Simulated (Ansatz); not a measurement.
Relaxed candidate structures of AlPd:

**A**
```
CELL_PARAMETERS angstrom
      2.85008     0.00000     0.00000
      0.00000     4.66605     0.00000
      0.00000     0.00000     4.35724
ATOMIC_POSITIONS crystal
  Al 0.00000 0.00000 0.11811
  Al 0.50000 0.50000 0.88189
  Pd 0.00000 0.50000 0.38081
  Pd 0.50000 0.00000 0.61919
```

**B**
```xyz
2
Lattice="0.0000 2.5340 2.5340 2.5340 0.0000 2.5340 2.5340 2.5340 0.0000" Properties=species:S:1:pos:R:3 pbc="T T T"
Al     2.5340     2.5340     2.5340
Pd     0.0000     0.0000     0.0000
```

**C**
```xyz
6
Lattice="3.3174 -3.7361 0.0000 3.3174 3.7361 0.0000 0.0000 0.0000 4.0936" Properties=species:S:1:pos:R:3 pbc="T T T"
Al     3.3174     2.1551     0.0000
Al     3.3174    -2.1551     0.0000
Al     3.3174     0.0000     2.0468
Pd     0.0000     0.0000     2.0468
Pd     4.6980     0.0000     0.0000
Pd     1.9367     0.0000     0.0000
```

**D**
```
AlPd
1.0
    4.85053     0.00000     0.00000
    0.00000     4.85053     0.00000
    0.00000     0.00000     4.85053
Al Pd
4 4
Direct
  0.84430   0.84430   0.84430
  0.65570   0.15570   0.34430
  0.34430   0.65570   0.15570
  0.15570   0.34430   0.65570
  0.14745   0.14745   0.14745
  0.35255   0.85255   0.64745
  0.64745   0.35255   0.85255
  0.85255   0.64745   0.35255
```

**E**
```cif
data_Al3Pd3
_chemical_formula_sum 'Pd3 Al3'
_space_group_name_H-M_alt 'P 1'
_space_group_IT_number 1
_cell_length_a 7.20242
_cell_length_b 7.20242
_cell_length_c 7.20241
_cell_angle_alpha 33.115
_cell_angle_beta 33.115
_cell_angle_gamma 33.115
loop_
_space_group_symop_operation_xyz
  'x, y, z'
loop_
_atom_site_label
_atom_site_type_symbol
_atom_site_fract_x
_atom_site_fract_y
_atom_site_fract_z
_atom_site_occupancy
Pd1 Pd 0.97848 0.97848 0.97848 1
Pd2 Pd 0.22993 0.22993 0.22993 1
Pd3 Pd 0.72635 0.72635 0.72635 1
Al1 Al 0.10886 0.10886 0.10886 1
Al2 Al 0.35354 0.35354 0.35354 1
Al3 Al 0.85284 0.85284 0.85284 1
```

Task: Put the candidates in order of energy per atom, lowest first, for PBEsol (plane waves to 420 eV, PAW, scalar-relativistic; Ansatz, a program for electronic structure).

Result: D (reference, the lowest among the structures calculated here), A (+0.18 eV/atom), E (+0.30 eV/atom), C (+0.42 eV/atom), B (+0.54 eV/atom)

1 run with a doubtful electronic state, a coarser numerical grid, an end not at rest or a source that can't be used is left out. Each run could gain symmetry but not lose that of its start, so entries can be saddle points. From databases, or of a type measured for this composition: P2₁3, cP8, AFLOW prototype AB_cP8_198_a_a (B20, as in FeSi); the others are generated cells (placed on structure types, drawn at random, substituted or restacked) that were not matched to a known phase here. Energies are at zero temperature and pressure, without zero-point motion. Each cell has its own k-point mesh; energy differences are given only to the digits this allows. No spin polarisation in the result.
